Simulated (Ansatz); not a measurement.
Data:

GaN:
```cif
data_Ga4N4
_chemical_formula_sum 'Ga4 N4'
_space_group_name_H-M_alt 'F-43m'
_space_group_IT_number 216
_space_group_name_Hall 'F -4 2 3'
_cell_length_a 4.49836
_cell_length_b 4.49836
_cell_length_c 4.49836
_cell_angle_alpha 90.000
_cell_angle_beta 90.000
_cell_angle_gamma 90.000
loop_
_atom_site_label
_atom_site_type_symbol
_atom_site_symmetry_multiplicity
_atom_site_Wyckoff_symbol
_atom_site_fract_x
_atom_site_fract_y
_atom_site_fract_z
_atom_site_occupancy
Ga1 Ga 4 a 0.00000 0.00000 0.00000 1
N1 N 4 d 0.75000 0.75000 0.75000 1
```
(The calculation used a cell of 2 atoms; values per cell refer to that cell.)

This is the PBEsol-relaxed structure.

Task: All from PBEsol (plane waves, PAW; program Ansatz), unless another level is named. Give the HSE06 gap on the PBEsol cell.

Result: 3.00 eV.

Task: Give the hole effective mass, band 2 of 3 at the edge.

Result: 0.86 along [100], 0.86 along [110], 1.9 along [111] (mₑ).

Task: And the formation energy from the elements (no fitted shifts)?

Result: -0.57 eV/atom.

Task: Give the hole effective mass, band 3 of 3 at the edge.

Result: 0.16 along [100], 0.14 along [110], 0.13 along [111] (mₑ).

Task: Predict the electron effective mass.

Result: 0.15 mₑ (isotropic).

The cell was relaxed with PBEsol under the symmetry of its start. The references are the lowest solids computed at this level, not always the standard phases (solids in place of the gases). Scalar-relativistic: spin–orbit coupling is off unless named, which matters more the heavier the elements.

Potentials: the earlier of the program's two PAW sets. The files were generated under PBE; for other functionals the program regenerates the frozen cores, and for LDA and PBEsol the local potential too.
